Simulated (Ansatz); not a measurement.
Ta₂SiN in space group P6_3/mmc (No. 194; Si on 2d, Ta on 4f, N on 2a), PBE in the plane-wave PAW code Ansatz, all energies at zero smearing, with the estimated change up to a 700 eV cutoff added, with one set of potentials and settings (totals compare only within such a set). Cell of 8 atoms (2 Si, 4 Ta, 2 N): -41773.230 eV.

| element | reference phase | E (eV/atom) |
|---|---|---|
| Si | Fd-3m, 2 atoms in the cell | -635.8096 |
| Ta | Im-3m, 1 atoms in the cell | -9932.2522 |
| N | Pa-3, 8 atoms in the cell | -384.0325 |

Formation energy per atom, worked out: (-41773.230 − 2×(-635.8096) − 4×(-9932.2522) − 2×(-384.0325))/8 = -0.567 eV/atom (-55 kJ per mol of atoms), at 0 K, without zero-point energy or fitted corrections.

The start of the workflow was typed in or built on a structure type; neither database checked (COD, Materials Project) lists it. Its standing as an ambient phase is unchecked. The cell was relaxed with PBE under the symmetry of its start; its stability against distortions is not shown here. No spin polarisation was allowed. The references are the lowest solids computed at this level, not always the standard phases (solids in place of the gases). Spin–orbit coupling is left out wherever it is not named.

Potentials: the later of the program's two PAW sets.
